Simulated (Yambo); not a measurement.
Yambo run on BaTiO3 (cubic perovskite, space group Pm-3m, No. 221). The wavefunctions are norm-conserving PBEsol (Quantum ESPRESSO, 84 Ry, with spin-orbit coupling) ones on a 4×4×4 mesh (40 occupied bands); a = 4.0077 Å, b = 4.0077 Å, c = 4.0077 Å, α = 90.00°, β = 90.00°, γ = 90.00°.

Yambo input:

```
rim_cut
gw0
dyson
el_el_corr
HF_and_locXC
ppa
em1d
RandQpts= 1000000
RandGvec= 1 Ry
EXXRLvcs= 84 Ry
VXCRLvcs= 336 Ry
Chimod= "HARTREE"
% BndsRnXp
 3 | 200 |
%
NGsBlkXp= 7 Ry
% LongDrXp
 1.0 | 1.0 | 1.0 |
%
PPAPntXp= 27.2114 eV
% GbndRnge
 1 | 200 |
%
GTermKind= "none"
DysSolver= "n"
ExtendOut
% QPkrange
 1 | 1 | 40 | 41 |
 10 | 10 | 40 | 40 |
%
```

k points by index: 1 = Γ, 10 = R.

Table of the .qp output:

```
#    K-point    Band    Eo [eV]    E [eV]    E-Eo [eV]    Vxc [eV]    Vnlxc [eV]    Sc|Eo [eV]    Sc|E [eV]    dSc/dw|Eo [eV]    Re(Z)    Im(Z)
#
    1    40    -0.072795    -0.061712    0.011084    -19.95350    -24.71479    4.775689    4.772375    -8.235472    0.767664    -0.001491
    1    41    1.759457    3.327931    1.568474    -18.71243    -11.44836    -5.236439    -5.695590    -7.964615    0.773573    -0.001963
    10    40    0.000000    0.029064    0.029064    -19.70110    -24.79275    5.129821    5.120720    -8.566164    0.760568    -0.001649
```
(The two width columns are left out.) Convergence of these settings isn't established.

Geometry of the Materials Project entry, not relaxed at this level.

This is not the ordinary phase of the substance.
